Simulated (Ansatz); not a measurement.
Fe (bcc, W type): map of one atom of the cell

Fe (bcc, W type)

```xyz
2
Lattice="-2.8645 2.8645 2.8645 1.4323 -1.4323 1.4323 1.4323 1.4323 -1.4323" Properties=species:S:1:pos:R:3 pbc="T T T"
Fe     0.0000     0.0000     0.0000
Fe    -1.4323     1.4323     1.4323
```

In this cell atom 1 (Fe, nearest neighbour Fe at 2.481 Å; its periodic images, 2.5 Å or more away, move with it) is moved by u·(1.000, 0.000, 0.000) + v·(0.000, 1.000, 0.000); the rest is frozen.

Level of theory: r2SCAN (plane waves to 500 eV, PAW, scalar-relativistic; Ansatz, a quantum-chemistry and plane-wave program). k mesh 9×18×18 (Γ-centred), Fermi-Dirac smearing 0.05 eV. Energies are smeared free energies. Points where atoms come too close for the PAW data are left out (x in tables, blank in figures). With partly filled bands, energies and forces of such displacements shift with the k mesh and the smearing. Fu and Fv are the components of the force on the atom. On this mesh the relaxed cell isn't quite at rest: it carries a pressure of -0.2 GPa (compression positive) at the zero of the scan. Fe was relaxed with its symmetry unable to fall. Relaxed Fe ends ferromagnetic. The magnetic order is the one the run started from; other orders were not tried. ΔE is measured from the undisplaced structure. Axes are in Å.

ΔE (meV/cell), with u across and v down:

```tsv
v \ u	-0.620	-0.310	0.000	0.310	0.620
-0.620	x	1524	1212	1524	x
-0.310	1204	553	282	553	1204
0.000	813	273	0	273	813
0.310	1204	553	282	553	1204
0.620	x	1524	1212	1524	x
```

Fv (eV/Å), with u across and v down:

```
v \ u   -0.620  -0.310  0.000  0.310  0.620
------  ------  ------  -----  -----  -----
-0.620       x    4.24   4.21   4.24      x
-0.310    2.58    1.93   1.85   1.93   2.58
0.000     0.00    0.00   0.00   0.00   0.00
0.310    -2.58   -1.93  -1.85  -1.93  -2.58
0.620        x   -4.24  -4.21  -4.24      x
```

Summary:

Lowest place on the grid: u = 0.000 Å, v = 0.000 Å (0 meV/cell).

The 25 points together took roughly 110 core-minutes.

(For displaced atoms, the force is minus the slope of the energy, and its curvature is a force constant, which sets phonon frequencies.)
